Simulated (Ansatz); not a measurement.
**TiSb: strain energy, fitted**

TiSb, P6_3/mmc, a = 4.054 Å, c = 6.190 Å. The structure is a COD entry; whether it is the stable form wasn't checked. Ansatz: r2SCAN, PAW, 500 eV, Γ-centred 12×12×8 mesh on 4 atoms, Gaussian smearing 0.10 eV; no spin polarisation. Series: biaxial strain in the a-b plane, c and atoms relaxed; x is the strain in per cent. y is the free energy over the unstrained cell, V0 = 22.022 Å³/atom.

| x (%) | y (meV/atom) |
| --- | --- |
| -3.0 | ? |
| -2.0 | 6.04 |
| -1.0 | 1.53 |
| 0.0 | 0.00 |
| 1.0 | 1.61 |
| 2.0 | 6.39 |
| 3.0 | 14.33 |

Q: Fit y = c2 x² + c3 x³ to the other rows, turn c2 into a modulus, and predict the missing energy.

A: Least squares on the rows shown. y = 1.547 x² + 0.01614 x³. In eV per unit strain² c2 is 15.47; M is the biaxial modulus (E = M V0 ε²): 15.47 × 160.2 / (22.022) = 113 GPa. At x = -3.0 the fit asked for gives 13.49 meV/atom. The run gave 13.10 meV/atom, so the fit is 0.39 meV/atom too high, 2.7 % of the span of the series, against an rms of 0.04 meV/atom on the fitted rows. The row lies outside the fitted range. With a term in x⁴ added, a fit to the same known rows predicts 13.13 meV/atom, so most of the miss is curvature that the known rows already hold.